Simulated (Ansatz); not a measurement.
ZnF$_{2}$ (rutile, space group No. 136), the program Ansatz at the LDA level (PAW). The conduction-band minimum lies at Γ, with 1 equivalent valley. Second derivatives d²E/dk² of the lowest band at one valley (eV·Å²), along Cartesian directions:

```tsv
direction	d²E/dk²
[100]	17.27
[010]	17.27
[001]	18.88
[110]	17.28
[101]	18.08
[011]	18.08
```

Question: Find the principal effective masses, the density-of-states mass and the conductivity mass.

Answer: Off-diagonal terms follow from H_xy = H[110] − (H_xx + H_yy)/2, and m*/mₑ = 7.620 eV·Å² over each eigenvalue: 0.40, 0.44, 0.44. One valley's DOS mass (m₁m₂m₃)^(1/3) = 0.43, conductivity mass 3/(Σ 1/mᵢ) = 0.43 mₑ.

Question: What effective density of states Nc follows at 300 K for parabolic valleys?

Answer: Nc = 2.509e19 × 1 × (0.43)^(3/2) ≈ 7.1e18 cm⁻³.

Space group P4_2/mnm (rutile). Symmetry was held in the LDA relaxation.

Potentials: the later of the program's two PAW sets.

Edges and masses are those of Kohn–Sham bands, whose gap is no quasiparticle gap.
